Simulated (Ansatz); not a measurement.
The elements of this relaxed trial crystal are hidden behind letters.

```
lattice vectors (Å)
   5.2008    0.0000    0.0000
  -2.6004    4.5040    0.0000
   0.0000    0.0000    3.8123
fractional positions
X 0.0000 0.0000 0.0000
X 0.3333 0.6667 0.5000
X 0.6667 0.3333 0.5000
Z 0.5000 0.0000 0.0000
Z 0.5000 0.5000 0.0000
Z 0.0000 0.5000 0.0000
```

Computed with Ansatz, DFT PBE, scalar-relativistic, plane waves, PAW. Settings of the last relaxation (6-atom cell): 420 eV, 12×12×10 k points, Gaussian smearing of 0.10 eV, no spin polarisation.

```
Space group                                 : P6/mmm (No. 191)
Conventional cell                           : a = 5.201 Å, c = 3.812 Å
Volume per atom                             : 14.88 Å³
Density                                     : 5.69 g/cm³
Energy over the elements                    : −0.20 eV/atom
Gap on the 12×12×10 mesh of the 6-atom cell : 0 eV (a metal)
```

Energies are uncorrected and count from the elements' standard states at the same level.

Question: X is a d-block element of period 5 and Z is a p-block element of period 2. Which elements are they?

Answer: X = Zr, Z = B, so the formula is ZrB, here in the anti-CoSn type. Density times volume gives a mean mass of 5.69 × 14.88/1.6605 = 51.0 u per atom, and this set has 51.0 u. Among the elements that the hints allow, noble gases aside, only these give it. Zr on a site of symmetry 6/mmm is surrounded by 6 B at 2.60 Å; Zr on a site of symmetry -6m2 has 6 B at 2.43 Å and 3 Zr at 3.00 Å; B has 4 Zr at 2.43 Å, 2 Zr at 2.60 Å and 4 B at 2.60 Å.

Symmetry constrained the relaxation, so the result can be a saddle point.
